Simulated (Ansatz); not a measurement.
BiTe:
Space group P-3m1 (No. 164); a = b = 4.4284 Å, c = 24.9489 Å, α = β = 90.00°, γ = 120.00°

| atom | site | symmetry | x | y | z |
|---|---|---|---|---|---|
| Bi | 2c | 3m. | 0.0000 | 0.0000 | 0.1281 |
| Bi | 2d | 3m. | 0.3333 | 0.6667 | 0.2904 |
| Bi | 2d | 3m. | 0.6667 | 0.3333 | 0.4669 |
| Te | 2d | 3m. | 0.3333 | 0.6667 | 0.0604 |
| Te | 2d | 3m. | 0.6667 | 0.3333 | 0.2097 |
| Te | 2c | 3m. | 0.0000 | 0.0000 | 0.3590 |

Relaxed with r²SCAN+D4.

Q: Tabulate the valence density and the electron localisation function along the shortest Bi–Bi contact (3.04 Å), the program Ansatz at the r²SCAN+D4 level (PAW).

A: 

```csv
distance from Bi (Å),density (e/Å³),ELF
0.30,6.75,0.08
0.46,5.38,0.14
0.61,3.74,0.27
0.76,2.06,0.38
0.91,0.97,0.40
1.07,0.58,0.39
1.22,0.41,0.44
1.37,0.33,0.52
1.52,0.31,0.56
1.67,0.33,0.52
1.83,0.41,0.44
1.98,0.58,0.39
2.13,0.97,0.40
2.28,2.06,0.38
2.43,3.74,0.27
2.59,5.38,0.14
2.74,6.75,0.08
```

The density is the valence pseudo-density with augmentation charge, so density and ELF within about 1 Å of a nucleus are not all-electron values.

The workflow started from an entry of the Crystallography Open Database (COD), which files this formula under 2 space groups. Its standing as an ambient phase is unchecked. The r²SCAN+D4 relaxation kept the symmetry of its start; whether a distortion lowers the energy is not shown. Scalar-relativistic: spin–orbit coupling is off unless named, which matters more the heavier the elements.

Potentials: the later of the program's two PAW sets.
